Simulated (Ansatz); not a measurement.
### Question
Each is relaxed and computed with plane-wave PAW r²SCAN (Ansatz code). Which is the only metal?
(A) MgAl3N3O, Pm (Pearson symbol mP8)
(B) CaAl2O4, P6_3 (Pearson symbol hP42)
(C) Ta2AlB2, P-6m2 (Ta on 2h, Al on 1a, B on 1b, B on 1f)
(D) BeAlNO, P3m1 (Al on 1b, Be on 1c, O on 1b, N on 1c)

### Answer
C, Ta2AlB2, P-6m2 (Ta on 2h, Al on 1a, B on 1b, B on 1f). Ta2AlB2: metal; CaAl2O4: gap 4.97 eV (direct); BeAlNO: gap 5.21 eV (direct); MgAl3N3O: gap 2.48 eV (direct). Typed or built starts, not in the databases checked: Ta2AlB2, P-6m2 (Ta on 2h, Al on 1a, B on 1b, B on 1f); BeAlNO, P3m1 (Al on 1b, Be on 1c, O on 1b, N on 1c); MgAl3N3O, Pm (Pearson symbol mP8). Standing as an ambient phase not checked: CaAl2O4, P6_3 (Pearson symbol hP42). All cells were relaxed under the symmetry of their starts (and spin orders); stability against distortions was not tested throughout. Named crystals with no word on spin ran without spin polarisation. Spin–orbit coupling is left out wherever it is not named.

Potentials: the earlier of the program's two PAW sets. The files were generated under PBE; for other functionals the program regenerates the frozen cores, and for LDA and PBEsol the local potential too.
